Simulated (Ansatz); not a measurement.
La2O3 (La2O3 or Ni2Al3 type, P-3m1) under volume change, the program Ansatz at the PBEsol level (PAW), shape and atoms relaxed at each volume.

| V (Å³/atom) | E − E(relaxed) (meV/atom) | P (GPa) |
|---|---|---|
| 14.528 | 54.2 | 12.97 |
| 15.007 | 22.9 | 8.04 |
| 15.486 | 5.5 | 3.77 |
| 15.965 | 0.0 | 0.00 |
| 16.444 | 5.0 | -3.30 |
| 16.923 | 19.2 | -6.13 |
| 17.402 | 41.3 | -8.60 |

Question: What does a third-order Birch–Murnaghan fit give for V₀, B₀ and B′?

Answer: V₀ = 15.97 Å³/atom, B₀ = 117 GPa, B′ = 3.5.

The PBEsol relaxation kept the symmetry of its start. Spin–orbit coupling is left out wherever it is not named.

Potentials: the earlier of the program's two PAW sets. The files were generated under PBE; for other functionals the program regenerates the frozen cores, and for LDA and PBEsol the local potential too.
